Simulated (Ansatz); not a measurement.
Ta$_{2}$Se:
```cif
data_Se2Ta4
_chemical_formula_sum 'Ta4 Se2'
_space_group_name_H-M_alt 'P 1'
_space_group_IT_number 1
_cell_length_a 3.37689
_cell_length_b 3.37689
_cell_length_c 10.24895
_cell_angle_alpha 90.000
_cell_angle_beta 90.000
_cell_angle_gamma 90.000
loop_
_space_group_symop_operation_xyz
  'x, y, z'
loop_
_atom_site_label
_atom_site_type_symbol
_atom_site_fract_x
_atom_site_fract_y
_atom_site_fract_z
_atom_site_occupancy
Ta1 Ta 0.50000 0.00000 0.76684 1
Ta2 Ta 0.00000 0.50000 0.23316 1
Ta3 Ta 0.00000 0.50000 0.92566 1
Ta4 Ta 0.50000 0.00000 0.07434 1
Se1 Se 0.00000 0.50000 0.64813 1
Se2 Se 0.50000 0.00000 0.35187 1
```

Relaxed with r²SCAN.

Task: Which orbitals make up the states near the Fermi level in plane-wave PAW r²SCAN (Ansatz code)?

Result: Within 0.5 eV of the Fermi level: Ta 5d 84 %, Se 4p 8 %. Projections are on Löwdin-orthogonalised atomic valence shells; empty p or d shells of many metals are not among them.

Task: Tabulate the density of states.

Result: States/eV per cell of 6 atoms, in 0.25 eV bins, energy from the Fermi level.

```csv
E (eV),total,Ta 5d,Se 4p,Ta 6s
-7.85,0.85,0.12,0.40,0.27
-7.60,1.86,0.29,0.92,0.53
-7.35,2.22,0.36,1.07,0.63
-7.10,2.44,0.42,1.22,0.63
-6.85,2.71,0.52,1.53,0.50
-6.60,3.56,0.75,2.17,0.46
-6.35,1.76,0.37,0.98,0.28
-6.10,3.97,0.96,2.50,0.36
-5.85,3.62,1.10,2.05,0.35
-5.60,3.04,1.02,1.44,0.47
-5.35,3.81,1.26,1.75,0.61
-5.10,3.61,1.09,1.87,0.43
-4.85,3.10,0.88,1.77,0.27
-4.60,3.40,1.19,1.78,0.28
-4.35,4.20,1.89,1.81,0.36
-4.10,4.88,2.38,2.09,0.30
-3.85,3.76,1.85,1.59,0.22
-3.60,3.89,2.19,1.34,0.26
-3.35,5.14,3.11,1.47,0.41
-3.10,3.07,1.97,0.82,0.19
-2.85,2.32,1.71,0.33,0.19
-2.60,4.80,3.84,0.49,0.29
-2.35,5.90,4.38,0.79,0.43
-2.10,4.70,3.69,0.52,0.26
-1.85,6.37,5.52,0.41,0.19
-1.60,4.39,3.74,0.29,0.18
-1.35,4.85,4.17,0.25,0.17
-1.10,5.16,4.41,0.29,0.17
-0.85,2.89,2.44,0.22,0.06
-0.60,1.59,1.32,0.17,0.03
-0.35,1.82,1.56,0.17,0.03
-0.10,2.42,2.11,0.15,0.06
0.15,5.42,4.53,0.47,0.10
0.40,3.32,2.75,0.25,0.07
0.65,4.16,3.30,0.40,0.16
0.90,4.28,3.28,0.44,0.25
1.15,3.91,2.91,0.55,0.18
1.40,2.71,2.03,0.42,0.11
1.65,3.15,2.39,0.48,0.11
1.90,3.61,2.82,0.49,0.11
2.15,4.47,3.53,0.56,0.13
2.40,4.27,3.22,0.61,0.14
2.65,7.57,6.02,0.76,0.28
2.90,6.75,5.40,0.57,0.32
3.15,8.49,6.96,0.63,0.37
3.40,6.65,5.26,0.51,0.48
3.65,4.47,3.42,0.38,0.39
```

Space group P4/nmm. The first step of the workflow began from a Materials Project structure, measured or hypothetical; the Crystallography Open Database files this formula in space group No. 129, but the cells were not matched. Its standing as an ambient phase is unchecked. The r²SCAN relaxation kept the symmetry of its start; whether a distortion lowers the energy is not shown. No spin polarisation was allowed. A crystal of weakly bound layers computed without a dispersion correction: the cell and the soft elastic constants depend strongly on that. Scalar-relativistic: spin–orbit coupling is off unless named, which matters more the heavier the elements.

Potentials: the earlier of the program's two PAW sets.
